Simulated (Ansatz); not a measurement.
Polymorphs of Mg, each relaxed with the program Ansatz at the PBEsol level (PAW):

A: diamond (Fd-3m)
a = b = c = 6.7687 Å, α = β = γ = 90.00°

```json
[
 {"atom": "Mg", "site": "8b", "symmetry": "-43m", "x": "0.5000", "y": "0.5000", "z": "0.5000"}
]
```

B: P6/mmm
a = 5.069 Å, b = 5.069 Å, c = 3.073 Å, α = 90.00°, β = 90.00°, γ = 120.00°

```csv
atom,site,symmetry,x,y,z
Mg,1a,6/mmm,0.0000,0.0000,0.0000
Mg,2d,-6m2,0.3333,0.6667,0.5000
```

C: simple hexagonal (P6/mmm)
a = b = 3.073 Å, c = 3.057 Å, α = β = 90.00°, γ = 120.00°

```json
[
 {"atom": "Mg", "site": "1a", "symmetry": "6/mmm", "x": "0.0000", "y": "0.0000", "z": "0.0000"}
]
```

### Question
Put the candidates in order of energy per atom at 0 K, lowest first, for PBEsol.

### Answer
B (+0 meV/atom), C (+179 meV/atom), A (+770 meV/atom)

Built on a structure type that need not be the filed one of that space group: B. Typed or built starts, not in the databases checked: A. Not the usual ambient phase: A; B; C. Unstable at this level: A; B; C. All cells were relaxed under the symmetry of their starts (and spin orders); stability against distortions was not tested throughout.

Energies hold the estimated change up to a 700 eV cutoff; steps of a few meV lie near the error of the meshes.

Potentials: the later of the program's two PAW sets.
